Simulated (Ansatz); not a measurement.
Sc (hcp (Mg type)), relaxed with r²SCAN (Ansatz, a first-principles code, plane waves, PAW): a = b = 3.331 Å, c = 5.194 Å, α = β = 90.00°, γ = 120.00°.

**Question.** The same phase is relaxed and computed with LDA in the same code. What is the cell now?

**Answer.** a = b = 3.230 Å, c = 4.985 Å, α = β = 90.00°, γ = 120.00°.

All cells were relaxed under the symmetry of their starts (and spin orders); stability against distortions was not tested throughout. Rows with no word on spin ran without spin polarisation.

Potentials: the earlier of the program's two PAW sets.

Ansatz is a plane-wave DFT program.
